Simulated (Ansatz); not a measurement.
Ansatz (a first-principles code) input:

Ansatz 0.2 input:
```yaml
crystal:
  lattice:
    - [2.6960706826, 0.0, 0.0]
    - [0.0, 2.6960706826, 0.0]
    - [0.0, 0.0, 4.1271139819]
  atoms:
    - { symbol: Pd, position: [0.0, 0.0, 0.0] }
    - { symbol: Mo, position: [0.5, 0.5, 0.5] }
kpoints:
  mp_grid: { grid: [11, 11, 7] }
  band_path:
    path:
      - [[0.0, 0.0, 0.0], [0.0, 0.5, 0.0], [0.5, 0.5, 0.0], [0.0, 0.0, 0.0], [0.0, 0.0, 0.5], [0.0, 0.5, 0.5], [0.5, 0.5, 0.5], [0.0, 0.0, 0.5]]  # Γ-X-M-Γ-Z-R-A-Z
      - [[0.0, 0.5, 0.0], [0.0, 0.5, 0.5]]  # X-R
      - [[0.5, 0.5, 0.0], [0.5, 0.5, 0.5]]  # M-A
    npoints: 8
hamiltonian:
  xc: r2scan
  pseudopotentials: { azcp: { folder: ./paw }, kind: paw_fr }
magnetization: { noncollinear: true, spin_orbit: true }
scf:
  n_extra_bands: 12
  convergence: { dr2_threshold: 0.0000000001 }
  occupations: { method: gaussian, width: 0.05 }
output: { eigenvalues: true }
```

Output (shortened):

```
Pseudopotential: Pd, paw, valence charge 18
Pseudopotential: Mo, paw, valence charge 14
Functional definition: r2SCAN
non-collinear run that drives no moment, with spin-orbit …
Crystal: 2 atoms, lattice volume = 29.999 Å³
Basis set: ecut = 500 eV, 755 PW (Γ), exchange–correlation on 80×80×128 points (64 copies of the dense FFT grid, shifted against one another)
Bands: 44, of which v1, the nominal top of the filled ones, is band 32 counted from 1 (31 counted from 0)
Symmetry: 16 space group operations + 16 with time reversal
k-points: 84 of 847
Projection manifold: j_resolved (fully-relativistic pseudo-atomic orbitals)
SCF iter   1: F=—  HF=-11942.997003 eV  |F-HF|=—  |Δ(HF+E_count)|=         —  Δρ=2.27e-1  dr2=2.46e1  dr2_τ=1.61e-1  dr2_m=0.00e0 (ungated)  ethr=3.10e-3  |M|=0.00e0 ∫|m|=0.00e0 μB  |m|>n=0.0e0 m-floor=0.0e0 τ_xc=0.0e0  β_m=0.30  ⟨swp⟩=7.2  Hψ=8894  notcnv=0  defer=46
preconditioner: auto → none
SCF iter   2: F=—  HF=-11940.140568 eV  |F-HF|=—  |Δ(HF+E_count)|=    2.86e0  Δρ=7.30e-2  dr2=1.52e0  dr2_τ=1.28e-1  dr2_m=0.00e0 (ungated)  ethr=3.10e-3  |M|=0.00e0 ∫|m|=0.00e0 μB  |m|>n=0.0e0 m-floor=0.0e0 τ_xc=0.0e0  β_m=0.33  ⟨swp⟩=2.2  Hψ=3828  notcnv=0  defer=446
SCF iter   3: F=—  HF=-11940.264828 eV  |F-HF|=—  |Δ(HF+E_count)|=   1.24e-1  Δρ=4.53e-2  dr2=8.35e-1  dr2_τ=1.82e-2  dr2_m=0.00e0 (ungated)  ethr=3.10e-3  |M|=0.00e0 ∫|m|=0.00e0 μB  |m|>n=0.0e0 m-floor=0.0e0 τ_xc=0.0e0  β_m=0.38  ⟨swp⟩=2.8  Hψ=3490  notcnv=0  defer=422
SCF iter   4: F=—  HF=-11940.232758 eV  |F-HF|=—  |Δ(HF+E_count)|=   3.21e-2  Δρ=1.70e-2  dr2=3.36e-2  dr2_τ=6.81e-4  dr2_m=0.00e0 (ungated)  ethr=2.61e-3  |M|=0.00e0 ∫|m|=0.00e0 μB  |m|>n=0.0e0 m-floor=0.0e0 τ_xc=0.0e0  β_m=0.53  ⟨swp⟩=2.7  Hψ=2701  notcnv=0  defer=418
SCF iter   5: F=—  HF=-11940.257080 eV  |F-HF|=—  |Δ(HF+E_count)|=   2.43e-2  Δρ=6.90e-3  dr2=2.54e-2  dr2_τ=2.94e-4  dr2_m=0.00e0 (ungated)  ethr=1.05e-4  |M|=0.00e0 ∫|m|=0.00e0 μB  |m|>n=0.0e0 m-floor=0.0e0 τ_xc=0.0e0  β_m=0.61  ⟨swp⟩=2.0  Hψ=3735  notcnv=0  defer=416
SCF iter   6: F=—  HF=-11940.255438 eV  |F-HF|=—  |Δ(HF+E_count)|=   1.64e-3  Δρ=1.02e-3  dr2=4.41e-4  dr2_τ=3.54e-6  dr2_m=0.00e0 (ungated)  ethr=7.93e-5  |M|=0.00e0 ∫|m|=0.00e0 μB  |m|>n=0.0e0 m-floor=0.0e0 τ_xc=0.0e0  β_m=0.77  ⟨swp⟩=1.7  Hψ=1797  notcnv=0  defer=416
SCF iter   7: F=—  HF=-11940.255519 eV  |F-HF|=—  |Δ(HF+E_count)|=   8.17e-5  Δρ=7.30e-4  dr2=3.75e-4  dr2_τ=3.38e-6  dr2_m=0.00e0 (ungated)  ethr=1.38e-6  |M|=0.00e0 ∫|m|=0.00e0 μB  |m|>n=0.0e0 m-floor=0.0e0 τ_xc=0.0e0  β_m=0.70  ⟨swp⟩=2.0  Hψ=2324  notcnv=0  defer=416
SCF iter   8: F=—  HF=-11940.255478 eV  |F-HF|=—  |Δ(HF+E_count)|=   4.11e-5  Δρ=2.85e-4  dr2=5.75e-5  dr2_τ=3.10e-8  dr2_m=0.00e0 (ungated)  ethr=1.17e-6  |M|=0.00e0 ∫|m|=0.00e0 μB  |m|>n=0.0e0 m-floor=0.0e0 τ_xc=0.0e0  β_m=0.85  ⟨swp⟩=1.0  Hψ=1641  notcnv=0  defer=416
SCF iter  12: F=-11940.255475 eV  HF=-11940.255475 eV  |F-HF|=7.28e-12  |Δ(HF+E_count)|=  7.09e-11  Δρ=1.94e-7  dr2=9.09e-12  dr2_τ=3.22e-13  dr2_m=0.00e0 (ungated)  ethr=1.00e-12  |M|=0.00e0 ∫|m|=0.00e0 μB  |m|>n=0.0e0 m-floor=0.0e0 τ_xc=0.0e0  ⟨swp⟩=9.4  Hψ=6429  notcnv=0
SCF 1 converged in 12 iterations: F = -11940.255475 eV  dr2 = 9.09e-12
NSCF: frozen V_eff on 75 k-points
SCF converged after 12 iterations
Magnetization: |M| = 0.0000 μB,  M = (+0.0000, +0.0000, +0.0000) μB
Absolute magnetization: 0.0000 μB (∫|m|)
  site 0: m = (+0.0000, +0.0000, +0.0000) μB, |m| = 0.0000 μB  (R = 1.11 Å)
  site 1: m = (+0.0000, +0.0000, +0.0000) μB, |m| = 0.0000 μB  (R = 1.11 Å)
Free energy (F): -11940.255475 eV
Harris-Foulkes:  -11940.255475 eV  (|F-HF|=7.28e-12)
Internal energy: -11940.252606 eV  (E = F + TS)
E sigma→0 (E₀):  -11940.254041 eV
Entropy (-TS):   -0.002869 eV (-1.434 meV/atom)
Fermi energy:    21.038626 eV
--- Per-component energies (eV) ---
  E_band       = -219.112173
  E_kinetic    = 869.793276
  E_local      = -2670.490951  (includes V_loc(G=0)·N_el)
  E_nonlocal   = 516.913051
  E_hartree    = 1038.552629
  E_xc         = -301.284142
  E_vxc        = -436.081908  (∫ρ·V_xc dr)
  E_paw        = -7045.786703  (= ΣΔE_a)
  E_vpaw       = -607.205115  (= ΣTr[D̂ρ^β])
  E_aug_tail   = 0.000182  (compensation charges beyond the density's cutoff)
  E_vtau       = 30.853876  (kinetic-family band-sum trace: ∫τ·v_τ [+ j·A + Jᵃ·Aᵃ] dr)
  E_ewald      = -4347.276313
  E_core_change = -0.673635  (= ΣΔE_core)
  E_smearing   = -0.002869  (= −TS)
  E_closure    = 0.000000  (closes the sum)
  Σ components = -11940.255475   (vs F -11940.255475, Δ=0.00e0)
  [band-id]    e_kinetic+e_local+e_nonlocal+2·e_hartree+e_vxc+e_vpaw+e_augmentation_tail+e_vtau = -219.112331   (vs E_band -219.112173, Δ=-1.58e-4)
--- Band table (eV; the first three rows and the last of 84) ---
  k-point 0: bands = ["-66.4835", "-66.4835", "-42.2818", "-42.2818", "-34.3362", "-34.3362", "-30.0103", "-30.0103", "-29.8117", "-29.8117", "-16.9598", "-16.9598", "-14.6006", "-14.6006", "-14.1859", "-14.1859", "12.9954", "12.9954", "14.6370", "14.6370", …
  k-point 1: bands = ["-66.4834", "-66.4834", "-42.2822", "-42.2822", "-34.3357", "-34.3357", "-30.0093", "-30.0093", "-29.8116", "-29.8116", "-16.9624", "-16.9624", "-14.6050", "-14.6050", "-14.1864", "-14.1864", "13.2472", "13.2472", "14.7552", "14.7552", …
  k-point 2: bands = ["-66.4834", "-66.4834", "-42.2830", "-42.2830", "-34.3347", "-34.3347", "-30.0071", "-30.0071", "-29.8114", "-29.8114", "-16.9684", "-16.9684", "-14.6148", "-14.6148", "-14.1876", "-14.1876", "13.9446", "13.9446", "15.0538", "15.0538", …
  k-point 83: bands = ["-66.4319", "-66.4319", "-42.0074", "-42.0074", "-34.4557", "-34.4557", "-30.0859", "-30.0859", "-30.0610", "-30.0610", "-17.4517", "-17.4517", "-15.2019", "-15.2019", "-14.7904", "-14.7904", "15.4293", "15.4293", "16.0944", "16.0944", …
```

Cost: roughly 100 core-seconds on shared cores.

Space group P4/mmm (L1₀ or tetragonal B2). The start of the workflow was typed in or built on a structure type; neither database checked (COD, Materials Project) lists it. Whether it is the stable phase at ambient conditions was not checked. The r²SCAN relaxation kept the symmetry of its start; its stability against distortions is not shown here. No spin polarisation was allowed.

Potentials: the earlier of the program's two PAW sets.

Ansatz is a plane-wave DFT program.
